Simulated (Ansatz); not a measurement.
Input:

SrPb$_{3}$ (Cu3Au type, Pm-3m), a = b = c = 4.942 Å, α = β = γ = 90.00°.

This is the PBEsol-relaxed structure.

All from plane-wave PAW PBEsol (Ansatz code), unless another level is named. Predict the density of states at the Fermi level.

0.12 states/eV per atom (mean over ±0.08 eV).

Give the formation energy from the elements (no fitted shifts).

-0.39 eV/atom.

The workflow started from an entry of the Crystallography Open Database (COD); the relaxed space group is not among those it files for this formula. COD files the formula under space group No. 123. Its standing as an ambient phase is unchecked. Symmetry was held in the PBEsol relaxation; whether a distortion lowers the energy is not shown. The references are the lowest solids computed at this level, not always the standard phases. Spin–orbit coupling is left out wherever it is not named.

Potentials: the later of the program's two PAW sets.
